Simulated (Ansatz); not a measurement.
BW2:
```xyz
6
Lattice="-2.7694 2.7694 2.3728 2.7694 -2.7694 2.3728 2.7694 2.7694 -2.3728" Properties=species:S:1:pos:R:3 pbc="T T T"
B      0.0000     0.0000     1.1864
B      0.0000     0.0000     3.5592
W      1.8288     0.9407     2.3728
W      0.9407     1.8288     0.0000
W     -0.9407     1.8288     2.3728
W      3.7101     0.9407     0.0000
```

Relaxed with PBEsol. Special points in fractions of this cell's reciprocal vectors: Γ (0.000, 0.000, 0.000); X (0.000, 0.000, 0.500); M (-0.500, 0.500, 0.500); Z (0.434, 0.434, -0.434); Z0 (-0.434, 0.566, 0.434); P (0.250, 0.250, 0.250); N (0.000, 0.500, 0.000).

Task: List the band energies nearest the Fermi level at these points for DFT-PBEsol in the program Ansatz with PAW potentials.

Result: In eV from the Fermi level; about four levels below and three above (degenerate sets whole), none deeper than 8.9 eV; points with the same levels are listed once.

| k | below | above |
|---|---|---|
| Γ | -3.28 -3.28 -2.74 -1.57 -1.15 | 0.03 0.81 0.81 |
| X | -2.23 -1.27 -0.57 -0.49 | 0.35 0.40 0.69 |
| M | -1.91 -1.91 -1.85 -1.10 | 0.02 0.02 0.24 |
| Z | -1.34 -0.93 -0.36 -0.36 | 0.61 0.90 2.98 2.98 |
| P | -3.23 -3.23 -2.07 -2.07 | 0.09 0.09 1.49 1.49 |
| N | -2.92 -2.92 -1.71 -1.71 | 0.31 0.31 1.98 1.98 |

Space group I4/mcm. The workflow started from a Materials Project entry (that database holds measured and hypothetical structures alike); the Crystallography Open Database files this formula in space group No. 140, but the cells were not matched. Whether it is the stable phase at ambient conditions was not checked. The cell was relaxed with PBEsol under the symmetry of its start; whether a distortion lowers the energy is not shown. The run is not spin-polarised. Scalar-relativistic: spin–orbit coupling is off unless named, which matters more the heavier the elements.

Potentials: the later of the program's two PAW sets.
